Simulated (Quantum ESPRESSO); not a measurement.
## TaPt4Mg2Sn (one run as intended and one with a planted mistake)

A calculation, not a measurement. The program is pw.x of Quantum ESPRESSO 7.5 (plane-wave density functional theory). The cell is made up: eight metal atoms on a face-centred cubic lattice, with elements, volume, strain and displacements drawn at random and not relaxed, so it may be unstable or far from any real phase. PseudoDojo standard norm-conserving files set the functional (PBE unless stated); there is no spin polarisation or spin-orbit coupling, the Fermi-Dirac width of 0.25 eV means electrons at about 2900 K, and the masses in the input are unused placeholders. The tin pseudopotential is less sure than most, with forces differing by about three percent from a second method on plain tin. Heavy elements are run without spin-orbit coupling, which real alloys of them have. A spin test at this wide smearing found no moment, but such smearing suppresses magnetism that the real alloy may have.

Intended input:

```
&control calculation='scf', pseudo_dir='./dojo.nc.sr.pbe.v0_5.standard.upf', outdir='./o', disk_io='minimal', tprnfor=.true., tstress=.true. /
&system ibrav=0, nat=8, ntyp=4, nbnd=74, ecutwfc=84.00895049, nosym=.true., tot_charge=0,
 occupations='smearing', smearing='fd', degauss=0.0183746611
/
&electrons conv_thr=1.470e-08, electron_maxstep=70, mixing_beta=0.5 /
ATOMIC_SPECIES
Mg 1.0 Mg.upf
Pt 1.0 Pt.upf
Sn 1.0 Sn.upf
Ta 1.0 Ta.upf
CELL_PARAMETERS angstrom
0.0239 -0.0573 -4.3555
-4.3949 0.0251 0.0239
2.1353 8.6508 2.2803
ATOMIC_POSITIONS angstrom
Ta 0.1609 0.1189 0.0002
Pt -2.3251 2.2818 0.0995
Mg 0.0224 4.2894 -0.036
Mg -2.23 6.5331 0.1479
Pt -2.2302 -0.0867 -2.1838
Pt 0.0849 2.0462 -2.1443
Sn -2.1386 4.4107 -2.0827
Pt 0.0291 6.2621 -2.1209
K_POINTS automatic
6 6 3 1 1 1
```

The log is shortened where brackets say so; the opening notice, blank lines, dates and the lines on written files are dropped, and the path of the files is cut. It prints rydbergs, bohrs and kilobars, and counts compression as positive stress. Its total energy is the free energy E - TS of the whole cell.

Log of the intended run:

```
     Program PWSCF v.7.5
     Parallel version (MPI & OpenMP), running on       4 processor cores
     Number of MPI processes:                 4
     Threads/MPI process:                     1
     [start-up lines left out]
     bravais-lattice index     =            0
     lattice parameter (alat)  =       8.2315  a.u.
     unit-cell volume          =    1115.1366 (a.u.)^3
     number of atoms/cell      =            8
     number of atomic types    =            4
     number of electrons       =       119.00
     number of Kohn-Sham states=           74
     kinetic-energy cutoff     =      84.0090  Ry
     charge density cutoff     =     336.0358  Ry
     scf convergence threshold =      1.5E-08
     mixing beta               =       0.5000
     number of iterations used =            8  plain     mixing
     Exchange-correlation= PBE
                           (   1   4   3   4   0   0   0)
     [axes and pseudopotential details left out]
   Cartesian axes
     site n.     atom                  positions (alat units)
         1        Ta     tau(   1) = (   0.0369380   0.0272960   0.0000459  )
         2        Pt     tau(   2) = (  -0.5337766   0.5238361   0.0228424  )
         3        Mg     tau(   3) = (   0.0051424   0.9847238  -0.0082646  )
         4        Mg     tau(   4) = (  -0.5119443   1.4998132   0.0339536  )
         5        Pt     tau(   5) = (  -0.5119902  -0.0199038  -0.5013381  )
         6        Pt     tau(   6) = (   0.0194906   0.4697491  -0.4922700  )
         7        Sn     tau(   7) = (  -0.4909615   1.0125708  -0.4781284  )
         8        Pt     tau(   8) = (   0.0066805   1.4375993  -0.4868981  )
     number of k points=    54  Fermi-Dirac smearing, width (Ry)=  0.0184
                       cart. coord. in units 2pi/alat
        k(    1) = (  -0.0823354   0.1267719  -0.0854614), wk =   0.0370370
        k(    2) = (  -0.0842325  -0.2096106  -0.0810464), wk =   0.0370370
     [further k points left out]
     Dense  grid:   115951 G-vectors     FFT dimensions: (  50,  50, 108)
     Estimated max dynamical RAM per process >     446.72 MB
     Estimated total dynamical RAM >       1.66 GB
     Initial potential from superposition of free atoms
     starting charge     118.9953, renormalised to     119.0000
     Starting wfcs are   69 randomized atomic wfcs +    5 random wfcs
     total cpu time spent up to now is        5.8 secs
     per-process dynamical memory:   356.1 Mb
     Self-consistent Calculation
     iteration #  1     ecut=    84.01 Ry     beta= 0.50
     Davidson diagonalization with overlap
     ethr =  1.00E-02,  avg # of iterations =  3.0
     Threshold (ethr) on eigenvalues was too large:
     Diagonalizing with lowered threshold
     Davidson diagonalization with overlap
     ethr =  4.27E-04,  avg # of iterations =  1.2
     total cpu time spent up to now is       37.3 secs
     total energy              =   -1570.12823173 Ry
     estimated scf accuracy    <       0.52889334 Ry
     iteration #  2     ecut=    84.01 Ry     beta= 0.50
     Davidson diagonalization with overlap
     ethr =  4.44E-04,  avg # of iterations =  2.4
     total cpu time spent up to now is       55.4 secs
     total energy              =   -1569.99685093 Ry
     estimated scf accuracy    <       1.68429546 Ry
     [iterations 3 to 13 left out]
     iteration # 14     ecut=    84.01 Ry     beta= 0.50
     Davidson diagonalization with overlap
     ethr =  2.26E-11,  avg # of iterations =  2.1
     total cpu time spent up to now is      247.3 secs
     total energy              =   -1570.28986911 Ry
     estimated scf accuracy    <       0.00000012 Ry
     iteration # 15     ecut=    84.01 Ry     beta= 0.50
     Davidson diagonalization with overlap
     ethr =  2.26E-11,  avg # of iterations =  2.0
     total cpu time spent up to now is      263.6 secs
     End of self-consistent calculation
     [lines on levels left out]
!    total energy              =   -1570.28986911 Ry
     estimated scf accuracy    <       0.00000001 Ry
     smearing contrib. (-TS)   =      -0.08733374 Ry
     internal energy E=F+TS    =   -1570.20253537 Ry
     The total energy is F=E-TS. E is the sum of the following terms:
     one-electron contribution =    -623.84088188 Ry
     hartree contribution      =     350.35647976 Ry
     xc contribution           =    -294.78403050 Ry
     ewald contribution        =   -1001.93410276 Ry
     convergence has been achieved in  15 iterations
     Forces acting on atoms (cartesian axes, Ry/au):
     atom    1 type  4   force =     0.01740719    0.06079226    0.00019299
     atom    2 type  2   force =     0.00679228   -0.02132749   -0.00273520
     atom    3 type  1   force =    -0.00010765   -0.02203424    0.01301397
     atom    4 type  1   force =    -0.00061879    0.03436546   -0.00402840
     atom    5 type  2   force =    -0.01251798    0.00917124   -0.00269470
     atom    6 type  2   force =    -0.00892885   -0.04949488    0.00338812
     atom    7 type  3   force =    -0.00639048   -0.04342691   -0.00528516
     atom    8 type  2   force =     0.00436429    0.03195455   -0.00185162
     Total force =     0.110213     Total SCF correction =     0.000583
     Computing stress (Cartesian axis) and pressure
          total   stress  (Ry/bohr**3)                   (kbar)     P=     -180.63
  -0.00130923   0.00002240   0.00000420         -192.59        3.30        0.62
   0.00002240  -0.00120585  -0.00001905            3.30     -177.39       -2.80
   0.00000420  -0.00001905  -0.00116866            0.62       -2.80     -171.92
     init_run     :      5.44s CPU      5.70s WALL (       1 calls)
     electrons    :    251.79s CPU    257.84s WALL (       1 calls)
     forces       :      2.92s CPU      2.95s WALL (       1 calls)
     stress       :     10.09s CPU     10.36s WALL (       1 calls)
     [timing details left out]
     PWSCF        :   4m30.32s CPU   4m37.02s WALL
     JOB DONE.
```

A second run has one planted mistake: the cell and the positions are scaled by a wrong factor. The input lines that differ:

```
- 0.0239 -0.0573 -4.3555
- -4.3949 0.0251 0.0239
- 2.1353 8.6508 2.2803
+ 0.0234 -0.0562 -4.2706
+ -4.3092 0.0246 0.0234
+ 2.0937 8.4821 2.2358
- Ta 0.1609 0.1189 0.0002
- Pt -2.3251 2.2818 0.0995
- Mg 0.0224 4.2894 -0.036
- Mg -2.23 6.5331 0.1479
- Pt -2.2302 -0.0867 -2.1838
- Pt 0.0849 2.0462 -2.1443
- Sn -2.1386 4.4107 -2.0827
- Pt 0.0291 6.2621 -2.1209
+ Ta 0.1578 0.1166 0.0002
+ Pt -2.2798 2.2373 0.0976
+ Mg 0.022 4.2058 -0.0353
+ Mg -2.1865 6.4057 0.145
+ Pt -2.1867 -0.085 -2.1412
+ Pt 0.0832 2.0063 -2.1025
+ Sn -2.0969 4.3247 -2.0421
+ Pt 0.0285 6.14 -2.0795
```

Its log:

```
     Program PWSCF v.7.5
     Parallel version (MPI & OpenMP), running on       4 processor cores
     Number of MPI processes:                 4
     Threads/MPI process:                     1
     [start-up lines left out]
     bravais-lattice index     =            0
     lattice parameter (alat)  =       8.0711  a.u.
     unit-cell volume          =    1051.1703 (a.u.)^3
     number of atoms/cell      =            8
     number of atomic types    =            4
     number of electrons       =       119.00
     number of Kohn-Sham states=           74
     kinetic-energy cutoff     =      84.0090  Ry
     charge density cutoff     =     336.0358  Ry
     scf convergence threshold =      1.5E-08
     mixing beta               =       0.5000
     number of iterations used =            8  plain     mixing
     Exchange-correlation= PBE
                           (   1   4   3   4   0   0   0)
     [axes and pseudopotential details left out]
   Cartesian axes
     site n.     atom                  positions (alat units)
         1        Ta     tau(   1) = (   0.0369466   0.0273002   0.0000468  )
         2        Pt     tau(   2) = (  -0.5337818   0.5238310   0.0228516  )
         3        Mg     tau(   3) = (   0.0051510   0.9847264  -0.0082650  )
         4        Mg     tau(   4) = (  -0.5119369   1.4998008   0.0339496  )
         5        Pt     tau(   5) = (  -0.5119838  -0.0199015  -0.5013306  )
         6        Pt     tau(   6) = (   0.0194801   0.4697457  -0.4922696  )
         7        Sn     tau(   7) = (  -0.4909584   1.0125651  -0.4781278  )
         8        Pt     tau(   8) = (   0.0066729   1.4375910  -0.4868845  )
     number of k points=    54  Fermi-Dirac smearing, width (Ry)=  0.0184
                       cart. coord. in units 2pi/alat
        k(    1) = (  -0.0823356   0.1267728  -0.0854612), wk =   0.0370370
        k(    2) = (  -0.0842320  -0.2096132  -0.0810449), wk =   0.0370370
     [further k points left out]
     Dense  grid:   109375 G-vectors     FFT dimensions: (  48,  48, 100)
     Estimated max dynamical RAM per process >     420.35 MB
     Estimated total dynamical RAM >       1.56 GB
     Initial potential from superposition of free atoms
     starting charge     118.9953, renormalised to     119.0000
     Starting wfcs are   69 randomized atomic wfcs +    5 random wfcs
     total cpu time spent up to now is        7.8 secs
     per-process dynamical memory:   334.0 Mb
     Self-consistent Calculation
     iteration #  1     ecut=    84.01 Ry     beta= 0.50
     Davidson diagonalization with overlap
     ethr =  1.00E-02,  avg # of iterations =  3.0
     Threshold (ethr) on eigenvalues was too large:
     Diagonalizing with lowered threshold
     Davidson diagonalization with overlap
     ethr =  4.76E-04,  avg # of iterations =  1.1
     total cpu time spent up to now is       47.3 secs
     total energy              =   -1570.16491828 Ry
     estimated scf accuracy    <       0.58966963 Ry
     iteration #  2     ecut=    84.01 Ry     beta= 0.50
     Davidson diagonalization with overlap
     ethr =  4.96E-04,  avg # of iterations =  2.4
     total cpu time spent up to now is       65.3 secs
     total energy              =   -1570.04918271 Ry
     estimated scf accuracy    <       1.91147180 Ry
     [iterations 3 to 11 left out]
     iteration # 12     ecut=    84.01 Ry     beta= 0.50
     Davidson diagonalization with overlap
     ethr =  2.91E-10,  avg # of iterations =  2.0
     total cpu time spent up to now is      238.9 secs
     total energy              =   -1570.36102391 Ry
     estimated scf accuracy    <       0.00000003 Ry
     iteration # 13     ecut=    84.01 Ry     beta= 0.50
     Davidson diagonalization with overlap
     ethr =  2.66E-11,  avg # of iterations =  2.0
     total cpu time spent up to now is      256.3 secs
     End of self-consistent calculation
     [lines on levels left out]
!    total energy              =   -1570.36102391 Ry
     estimated scf accuracy    <          3.6E-09 Ry
     smearing contrib. (-TS)   =      -0.08132177 Ry
     internal energy E=F+TS    =   -1570.27970214 Ry
     The total energy is F=E-TS. E is the sum of the following terms:
     one-electron contribution =    -592.55137354 Ry
     hartree contribution      =     339.19937283 Ry
     xc contribution           =    -295.06922944 Ry
     ewald contribution        =   -1021.85847199 Ry
     convergence has been achieved in  13 iterations
     Forces acting on atoms (cartesian axes, Ry/au):
     atom    1 type  4   force =     0.00780782    0.05280102    0.00064308
     atom    2 type  2   force =     0.01863735   -0.01842949   -0.00477923
     atom    3 type  1   force =    -0.00126244   -0.02219322    0.01667890
     atom    4 type  1   force =    -0.00078704    0.03346485   -0.00579687
     atom    5 type  2   force =    -0.00546961    0.00843018   -0.00194385
     atom    6 type  2   force =    -0.01707077   -0.04362052    0.00347394
     atom    7 type  3   force =    -0.00754013   -0.04998440   -0.00639219
     atom    8 type  2   force =     0.00568482    0.03953159   -0.00188379
     Total force =     0.109505     Total SCF correction =     0.000191
     Computing stress (Cartesian axis) and pressure
          total   stress  (Ry/bohr**3)                   (kbar)     P=     -144.30
  -0.00106905   0.00003704   0.00001009         -157.26        5.45        1.48
   0.00003704  -0.00096275  -0.00004022            5.45     -141.63       -5.92
   0.00001009  -0.00004022  -0.00091105            1.48       -5.92     -134.02
     init_run     :      6.11s CPU      6.36s WALL (       1 calls)
     electrons    :    243.39s CPU    248.51s WALL (       1 calls)
     forces       :      3.29s CPU      3.32s WALL (       1 calls)
     stress       :     11.49s CPU     11.70s WALL (       1 calls)
     [timing details left out]
     PWSCF        :   4m25.73s CPU   4m31.42s WALL
     JOB DONE.
```

|  | intended run | run with the mistake |
| --- | --- | --- |
| free energy (eV) | -21364.882 | -21365.850 |
| entropy term -TS, part of it (eV) | -1.188 | -1.106 |
| pressure (GPa) | -18.06 | -14.43 |
| size of the largest force component (eV/Å) | 1.563 | 1.358 |
| largest change of a force component (eV/Å) |  | 0.305 |
| iterations | 15 | 13 |

For scale, a rerun of the intended cell at a higher cutoff and on a denser mesh moved values by no more than 0.005 eV in energy, 0.02 GPa in stress and 0.005 eV/Å in force, and a second program with other atomic files agreed on that cell to 2 % rms in force and 0.5 GPa in pressure.